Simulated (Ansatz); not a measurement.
Cr3Ru in space group Cmmm (No. 65; Cr on 4l, Cr on 2d, Ru on 2a), the program Ansatz at the LDA level (PAW), all energies at zero smearing, with the estimated change up to a 700 eV cutoff added, with one set of potentials and settings (totals compare only within such a set). Cell of 4 atoms (3 Cr, 1 Ru): -15726.744 eV.

```json
[
 {"element": "Cr", "reference phase": "Im-3m, 1 atoms in the cell", "E (eV/atom)": "-3323.0703"},
 {"element": "Ru", "reference phase": "P6_3/mmc, 2 atoms in the cell", "E (eV/atom)": "-5758.2926"}
]
```

Formation energy per atom, worked out: (-15726.744 − 3×(-3323.0703) − 1×(-5758.2926))/4 = 0.190 eV/atom (18 kJ per mol of atoms), at 0 K, without zero-point energy or fitted corrections.

The first step of the workflow began from a Materials Project structure, measured or hypothetical; the Crystallography Open Database copy checked does not list it. With Cr and Ru taken as one species the cell has the higher symmetry Im-3m, so it may be an ordered model of a mixed-site phase. Its standing as an ambient phase is unchecked. The LDA relaxation kept the symmetry of its start. At this level the phase is dynamically unstable (imaginary phonons). The run is not spin-polarised. Its formation energy is positive at this level, so the cell may be metastable or incomplete. The references are the lowest solids computed at this level, not always the standard phases.

Potentials: the later of the program's two PAW sets.
